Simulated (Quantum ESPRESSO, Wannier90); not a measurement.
Li2Se (anti-fluorite): Wannier90 run

```
Li2Se
1.0
    0.00000     2.97605     2.97605
    2.97605     0.00000     2.97605
    2.97605     2.97605     0.00000
Li Se
2 1
Direct
  0.75000   0.75000   0.75000
  0.25000   0.25000   0.25000
  0.00000   0.00000   0.00000
```

Materials Project entry mp-2286; symmetrised, unrelaxed at this level. COD (Crystallography Open Database) has an entry of this formula and space group (matched by these alone). Level: PBE, no spin polarisation, no spin-orbit coupling; pw.x of Quantum ESPRESSO at 69 Ry with PseudoDojo potentials, 10×10×10 k-points, Wannier90. Density: 10×10×10 mesh, cold smearing 0.01 Ry. Spin-orbit coupling, left out, would split the p-like bands by a few tenths of an eV.

The plane-wave run has 28 bands and 22 electrons a cell. On the energy scale of pw.x, whose zero is arbitrary, the valence-band maximum lies at 3.82 eV.

Isolated groups of bands, relative to the valence-band maximum (bands from 12 on overlap up to the last one computed):

| bands | from (eV) | to (eV) | filling | weight on atomic waves |
|---|---|---|---|---|
| 1–5 | -45.70 | -45.69 | filled | Se 3d 100 % |
| 6–7 | -44.64 | -44.61 | filled | Li 1s 99 % |
| 8 | -11.46 | -10.96 | filled | Se 4s 85 %, Li 2s 14 % |
| 9–11 | -2.99 | 0.00 | filled | Se 4p 89 %, Li 2s 7 % |

Input w.win, without the blocks of cell, atoms and k-points (1000 lines):

```
num_bands = 21
num_wann = 12
exclude_bands = 1-7
num_iter = 1000
conv_tol = 1.0e-6
conv_window = 4
dis_num_iter = 1000
dis_conv_tol = 1.0e-6
dis_froz_max = 8.28
dis_win_max = 17.76
write_hr = true
write_u_matrices = true
begin projections
f=-0.24644,-0.25283,-0.26180: s;p
f=0.26085,0.25403,0.24688: s;p
f=0.00174,0.00470,0.00765: s;p
end projections
mp_grid = 10 10 10
```

wannier90.x stops with:
```
dis_windows: Energy window contains fewer states than number of target WFs
```
At some k-point the outer window holds fewer bands than num_wann, so no subspace of that size can be extracted. Mended as below, all else unchanged, the run goes through (Ω_I = 14.7 Å²) and follows the plane-wave bands to 5.5 meV rms (states up to 4.0 eV relative to the valence-band maximum).
Remove the line dis_win_max = 17.76.
